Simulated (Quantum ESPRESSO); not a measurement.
Mg2AlFS3, a curve over one atom's position

A calculation, not a measurement. The program is pw.x of Quantum ESPRESSO 7.5 (plane-wave density functional theory). The cell is made up: 7 atoms on a rocksalt lattice with one site empty, with randomly drawn elements, strain and displacements, not relaxed. PseudoDojo standard norm-conserving files (v0.5 for PBE, v0.4.1 for LDA and PBEsol) set the functional; there is no spin polarisation, spin-orbit coupling or dispersion term, and the masses in the input are unused placeholders. A spin-polarised start on this cell or one of its family kept no moment.

Seven runs move atom 6 (S, counted in the order of the input) along x and keep all else fixed.

Input of the run at -0.0014:

```
&control calculation='scf', pseudo_dir='./dojo.nc.sr.pbe.v0_5.standard.upf', outdir='./o', disk_io='medium', tprnfor=.true., tstress=.true. /
&system ibrav=0, nat=7, ntyp=4, nbnd=34, ecutwfc=84.00895049, nosym=.true., tot_charge=0,
 occupations='smearing', smearing='fd', degauss=0.0073498644
/
&electrons conv_thr=7.350e-09, electron_maxstep=60, /
ATOMIC_SPECIES
Al 1.0 Al.upf
F 1.0 F.upf
Mg 1.0 Mg.upf
S 1.0 S.upf
CELL_PARAMETERS angstrom
4.7339 -0.0029 0.0408
-0.0029 4.8354 -0.0232
0.0408 -0.0232 4.8982
ATOMIC_POSITIONS angstrom
Mg 0.009 -0.1643 -0.005
Al -0.0199 2.5296 2.3661
Mg 2.3446 2.3405 0.1015
F 2.1849 -0.0208 0.0568
S 2.4904 2.3173 2.4789
S 4.8988 -0.1573 2.5785
S 4.7015 2.4651 0.151
K_POINTS automatic
6 6 6 1 1 1
```

| shift of atom 6 along x (Å) | free energy less that of the input shown (eV) | Fx on atom 6 (eV/Å) | Fy on atom 6 (eV/Å) | Fz on atom 6 (eV/Å) | pressure (GPa) | iterations |
| --- | --- | --- | --- | --- | --- | --- |
| -0.1356 | 0.0029 | 0.067 | 1.997 | -0.447 | 10.46 | 10 |
| -0.0561 | -0.0004 | 0.013 | 1.936 | -0.453 | 10.41 | 10 |
| -0.0313 | -0.0005 | -0.006 | 1.913 | -0.454 | 10.39 | 10 |
| -0.0014 | 0.0000 | -0.031 | 1.882 | -0.454 | 10.36 | 10 |
| +0.0421 | 0.0022 | -0.073 | 1.832 | -0.453 | 10.32 | 10 |
| +0.1357 | 0.0142 | -0.192 | 1.709 | -0.443 | 10.19 | 10 |

Question: one run is left out of the table, at +0.0602. Estimate its Fx on atom 6 (eV/Å).

Answer: -0.092. The whole row:

```
shift of atom 6 along x (Å)  free energy less that of the input shown (eV)  Fx on atom 6 (eV/Å)  Fy on atom 6 (eV/Å)  Fz on atom 6 (eV/Å)  pressure (GPa)  iterations
                    +0.0602                                         0.0037               -0.092                1.810               -0.452           10.29          10
```

A cubic fit gives dFx/dx = -0.89 eV/Å² at zero shift. Across the table the free energy follows the integral of the force to within 0.2 meV. A rerun of one of the cells at 1437 eV and a 8 x 8 x 8 mesh moved values by no more than 0.002 eV in energy, 0.04 GPa in stress and 0.011 eV/Å in force.